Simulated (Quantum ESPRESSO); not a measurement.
NaF (rock salt, space group Fm-3m, No. 225) has a direct gap of 6.22 eV with norm-conserving PBEsol (Quantum ESPRESSO, 88 Ry, no spin-orbit coupling). After an isotropic strain (on all lattice vectors, atoms relaxed) the gap is direct, 6.07 eV.

**Question.** Which strain was applied?
(A) +1 %
(B) +2 %
(C) -1.5 %
(D) -0.7 %
(E) -3 %

**Answer.** A, +1 %. Gaps found: -3 %: 6.73 eV (direct); -1.5 %: 6.47 eV (direct); -0.7 %: 6.34 eV (direct); 0 %: 6.22 eV (direct); 1 %: 6.07 eV (direct); 2 %: 5.92 eV (direct).
